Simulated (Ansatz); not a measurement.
YPt3:
```yaml
crystal:
  lattice:
    - [4.09592, 0.00000, 0.00000]
    - [0.00000, 4.09592, 0.00000]
    - [0.00000, 0.00000, 4.09592]
  atoms:
    - { symbol: Y, position: [0.00000, 0.00000, 0.00000] }
    - { symbol: Pt, position: [0.50000, 0.50000, 0.00000] }
    - { symbol: Pt, position: [0.00000, 0.50000, 0.50000] }
    - { symbol: Pt, position: [0.50000, 0.00000, 0.50000] }
```

Relaxed with r²SCAN. Special points in fractions of this cell's reciprocal vectors: Γ (0.000, 0.000, 0.000); X (0.000, 0.500, 0.000); M (0.500, 0.500, 0.000); R (0.500, 0.500, 0.500).

Question: List the band energies nearest the Fermi level at these points for DFT-r²SCAN in the program Ansatz with PAW potentials.

Answer: In eV from the Fermi level; about four levels below and three above (degenerate sets whole), none deeper than 8.9 eV; points with the same levels are listed once.

| k | below | above |
|---|---|---|
| Γ | -2.70 -2.70 -2.70 -1.10 -1.10 -0.16 | 0.38 0.38 0.38 |
| X | -2.01 -1.90 -1.90 -0.89 | 0.38 2.43 2.43 |
| M | -2.27 -2.27 -1.78 -1.50 -0.92 | 1.87 1.87 3.45 3.45 |
| R | -0.05 -0.05 -0.05 -0.04 | 1.39 1.39 1.39 |

Space group Pm-3m (Cu3Au type). The workflow started from a Materials Project entry (that database holds measured and hypothetical structures alike); the Crystallography Open Database files this formula in space group No. 221, but the cells were not matched. Whether it is the stable phase at ambient conditions was not checked. The cell was relaxed with r²SCAN under the symmetry of its start; its stability against distortions is not shown here. The run is not spin-polarised. Scalar-relativistic: spin–orbit coupling is off unless named, which matters more the heavier the elements.

Potentials: the later of the program's two PAW sets.
